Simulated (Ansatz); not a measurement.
Consider the following.

IrW:
```xyz
2
Lattice="2.7758 0.0000 0.0000 0.0000 2.7758 0.0000 0.0000 0.0000 3.9324" Properties=species:S:1:pos:R:3 pbc="T T T"
Ir     0.0000     0.0000     0.0000
W      1.3879     1.3879     1.9662
```

This is the PBE-relaxed structure.

Q: All from plane-wave PAW PBE (Ansatz code), unless another level is named. Predict the formation energy from the elements (no fitted shifts).

A: -28 kJ/mol of atoms.

Q: What about the density of states at the Fermi level?

A: 0.44 states/eV per atom (mean over ±0.08 eV).

Space group P4/mmm (L1₀ or tetragonal B2). The start of the workflow was typed in or built on a structure type; neither database checked (COD, Materials Project) lists it. COD files the formula under space group No. 51. Its standing as an ambient phase is unchecked. The cell was relaxed with PBE under the symmetry of its start; its stability against distortions is not shown here. No spin polarisation was allowed. The references are the lowest solids computed at this level, not always the standard phases. Scalar-relativistic: spin–orbit coupling is off unless named, which matters more the heavier the elements.

Potentials: the later of the program's two PAW sets.
